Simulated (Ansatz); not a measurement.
Ta$_{2}$C (space group P-3m1)

```xyz
3
Lattice="3.0762 0.0000 0.0000 -1.5381 2.6641 0.0000 0.0000 0.0000 4.8901" Properties=species:S:1:pos:R:3 pbc="T T T"
Ta     0.0000     1.7760     1.2383
Ta     1.5381     0.8880     3.6518
C      0.0000     0.0000     0.0000
```

The slice is a (1 -1 0 0) plane (indices of the conventional cell) through the point (0.667, 0.333, 0.747) (fractional), spanned by u = [110] and v = [001] in vectors of this cell: u (3.08 Å) and v (4.89 Å, at 90° to u). It covers one period; positions are fractions (u, v).

All values below come from LDA (plane waves to 420 eV, PAW, scalar-relativistic; Ansatz, an electronic-structure program). k mesh 17×17×10. Near the nuclei the fields are pseudised (PAW); where an atom keeps semicore shells as valence, they peak there. Spin-orbit coupling is left out, though Ta is heavy. Ta2C is run without spin polarisation. Ta2C was relaxed with its symmetry unable to fall.

Three fields on this plane, each scaled to ten steps between its own extremes (0 low, 9 high; the total valence density on a logarithmic scale, the potential cut 8 eV below its top; x marks points blanked near nuclei; v = 0 in the bottom row):

Map A
```
|xxxx731137xxx|
|xxxx521125xxx|
|xxx63100136xx|
|8753100001357|
|3321100001123|
|2221111111122|
|1112223322211|
|1112356653211|
|1112479974211|
|001358xx85310|
|0012589985210|
|0012468864210|
|0012467764210|
|0013467764310|
|222356xx65322|
|7754566665457|
|xxx75555557xx|
|xxxx644446xxx|
|xxxx832238xxx|
|xxxx931139xxx|
```

Map B
```
|xxxx202202xxx|
|xxxx014410xxx|
|xxx10355301xx|
|2211245542112|
|2233444444332|
|7765311113567|
|9974100001479|
|9862001100268|
|8741023320147|
|652002xx20025|
|4310012210013|
|3221011110122|
|2223333333322|
|1124677776421|
|001368xx86310|
|2101489984101|
|xxx11577511xx|
|xxxx025520xxx|
|xxxx102201xxx|
|xxxx202202xxx|
```

Map C
```
|xxxx005500xxx|
|xxxx037730xxx|
|xxx00688600xx|
|0001578875100|
|2345777777543|
|8877654456778|
|9986300003689|
|9974000000479|
|9862000000268|
|875100xx00157|
|8751000000157|
|8863000000368|
|8875300003578|
|6666420024666|
|113443xx34431|
|0000344443000|
|xxx00455400xx|
|xxxx025520xxx|
|xxxx005500xxx|
|xxxx005500xxx|
```

### Question
Assign the maps to these fields: electron localisation function (ELF); valence electron density; electrostatic potential energy of an electron, from the cell's mean.

### Answer
A is the valence electron density; B is the electron localisation function (ELF); C is the electrostatic potential energy of an electron, from the cell's mean.
